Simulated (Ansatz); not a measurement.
ZnCu₂SiTe₄ in space group I-42m (No. 121; Zn on 2a, Si on 2b, Cu on 4d, Te on 8i), plane-wave PAW LDA (Ansatz code). The conduction-band minimum lies at X, with 2 equivalent valleys. Second derivatives d²E/dk² of the lowest band at one valley (eV·Å²), along Cartesian directions:

```csv
direction,d²E/dk²
[100],47.66
[010],47.66
[001],35.04
[110],57.48
[101],41.33
[011],41.33
```

**Question.** Find the principal effective masses, the density-of-states mass and the conductivity mass.

**Answer.** Off-diagonal terms follow from H_xy = H[110] − (H_xx + H_yy)/2, and m*/mₑ = 7.620 eV·Å² over each eigenvalue: 0.13, 0.20, 0.22. One valley's DOS mass (m₁m₂m₃)^(1/3) = 0.18, conductivity mass 3/(Σ 1/mᵢ) = 0.18 mₑ.

**Question.** What effective density of states Nc follows at 300 K for parabolic valleys?

**Answer.** Nc = 2.509e19 × 2 × (0.18)^(3/2) ≈ 3.8e18 cm⁻³.

The first step of the workflow began from a Materials Project structure, measured or hypothetical; the Crystallography Open Database copy checked does not list it. Whether it is the stable phase at ambient conditions was not checked. Symmetry was held in the LDA relaxation; its stability against distortions is not shown here. No spin polarisation was allowed. Spin–orbit coupling is left out wherever it is not named.

Potentials: the later of the program's two PAW sets.

Edges and masses are those of Kohn–Sham bands, whose gap is no quasiparticle gap.
